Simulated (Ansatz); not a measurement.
## La3AlN

```
La Al N
1.0
     5.09752    0.00000    0.00000
     0.00000    5.09752    0.00000
     0.00000    0.00000    5.09752
La Al N
3 1 1
Cartesian
  2.5488 2.5488 0.0000
  0.0000 2.5488 2.5488
  2.5488 0.0000 2.5488
  0.0000 0.0000 0.0000
  2.5488 2.5488 2.5488
```

Atoms are numbered in the order listed.

Conventional cell: a = 5.098 Å, b = 5.098 Å, c = 5.098 Å, α = 90.00°, β = 90.00°, γ = 90.00°. La (atom 1) is surrounded by 2 N at 2.55 Å. Al (atom 4) has 12 La at 3.60 Å as nearest neighbours. Around N (atom 5) lie 6 La at 2.55 Å.

The cell is the one relaxed in the Materials Project (mp-4505), not relaxed further here; entries there can be hypothetical.

Spin–orbit coupling is left out, though it moves levels of the heavy atoms by tenths of an eV or more.

All numbers are computed: DFT, LDA, all-electron LAPW, scalar-relativistic (Ansatz 0.2.0); DFT, LDA, PAW with Ansatz's default frozen-core files, scalar-relativistic (Ansatz 0.2.0).

For LAPW: a Γ-centred 6×6×6 k mesh, Fermi–Dirac smearing of 0.08 eV, basis error target 1 meV/atom, no spin polarisation. PAW takes a cutoff of 420 eV at this cell (files made with PBE, cores remade for this functional). The Ansatz runs share mesh, smearing and spin set-up. Values come from LAPW unless marked.

```yaml
Density_of_states_at_the_Fermi_level_0.2_eV_bin: 3.01 states/eV per cell
Löwdin_charges_with_0.07_e_of_the_cell_spilling_out_of_the_atomic_basis_so_their_sizes_and_signs_hang_on_that_basis: La1 0.36, Al4 -0.45, N5 -0.57 e
Volume_per_atom: 26.49 Å³
```

Task: Predict this quantity. Bader charges (from the PAW run).

Result: La1 +1.06, Al4 -1.40, N5 -1.77 e.

Task: Give the computed value. Band gap.

Result: none: with an odd electron count and no spin polarisation the bands can't all be full, a metal in this set-up (spin order or a larger cell could open a gap).

Task: Pressure at this cell: what does the calculation give?

Result: -4.37 GPa.
